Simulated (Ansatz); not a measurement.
KZnF$_{3}$ (cubic perovskite)

```yaml
crystal:
  lattice:
    - [4.05234, 0.00000, 0.00000]
    - [0.00000, 4.05234, 0.00000]
    - [0.00000, 0.00000, 4.05234]
  atoms:
    - { symbol: K, position: [0.00000, 0.00000, 0.00000] }
    - { symbol: Zn, position: [0.50000, 0.50000, 0.50000] }
    - { symbol: F, position: [0.00000, 0.50000, 0.50000] }
    - { symbol: F, position: [0.50000, 0.00000, 0.50000] }
    - { symbol: F, position: [0.50000, 0.50000, 0.00000] }
```

In this cell atom 1 (K, nearest neighbour F at 2.865 Å; its periodic images, 4.1 Å or more away, move with it) is moved by s along Cartesian [110], unit vector (0.707, 0.707, 0.000); all other atoms and the cell stay fixed.

All values below come from PBEsol (plane waves to 420 eV, PAW, scalar-relativistic; Ansatz, a first-principles code). k mesh 7×7×7 (Γ-centred), Fermi-Dirac smearing 0.05 eV. Energies are smeared free energies. Compression counts positive. F∥ is the force on the atom along that direction. KZnF3 was relaxed with its symmetry unable to fall. The zero of ΔE is the undisplaced structure.

```csv
s (Å),ΔE (eV/cell),F∥ (eV/Å),P (GPa)
-0.860,1.298,5.272,10.0
-0.688,0.630,2.763,5.5
-0.516,0.282,1.423,2.8
-0.344,0.105,0.699,1.1
-0.172,0.024,0.285,0.3
0.000,0.000,0.000,0.0
0.172,0.024,-0.285,0.3
0.344,0.105,-0.699,1.1
0.516,0.282,-1.423,2.8
0.688,0.630,-2.763,5.5
0.860,1.298,-5.272,10.0
```

Key numbers:

| Property | Result |
|---|---|
| Energy at s = 0.860 Å | 1298 meV/cell |
| Force along the line at s = -0.860 Å | 5.27 eV/Å |
| Symmetry of the curve | even: the same for both signs |
| Shape of the curve | a single well with its minimum at or next to zero displacement |
| Force constant k = d²E/ds² at s = 0 (finite differences) | 1.53 eV/Å² |
| Harmonic estimate at the end of the scan | ½ks² = 566 meV/cell against the computed 1298 meV/cell, so the well is stiffer than harmonic there |

(For displaced atoms, the force is minus the slope of the energy, and its curvature is a force constant, which sets phonon frequencies.)
